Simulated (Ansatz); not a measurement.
A: Al₂O₃ (corundum), a = 4.808 Å, b = 4.808 Å, c = 13.122 Å, α = 90.00°, β = 90.00°, γ = 120.00°
B: Ti (hcp, Mg type), a = b = 2.9389 Å, c = 4.6500 Å, α = β = 90.00°, γ = 120.00°
C: Ga$_{2}$O$_{3}$ (corundum), a = 5.0579 Å, b = 5.0579 Å, c = 13.6242 Å, α = 90.00°, β = 90.00°, γ = 120.00°
D: ZrO2 (tetragonal-ZrO2 type, space group P4_2/nmc), a = b = 3.6208 Å, c = 5.2843 Å, α = β = γ = 90.00°

Scan: energy against volume (even scaling of the relaxed cell, symmetry kept). All come from one method, each on a k mesh of its own. All were relaxed with their symmetry unable to fall. The PAW data are Ansatz's earlier set. This is a high-temperature form of ZrO2. Ti is run without spin polarisation. ZrO2 is run without spin polarisation.

Put the candidates in order of bulk modulus at fixed cell shape (fitted), highest first, for PBE (plane waves to 420 eV, PAW, scalar-relativistic; Ansatz, a first-principles code).

A (230 GPa), C (200 GPa), D (172 GPa), B (112 GPa)

(Under strain, the slope of the energy per volume gives the stress and its curvature an elastic modulus.)
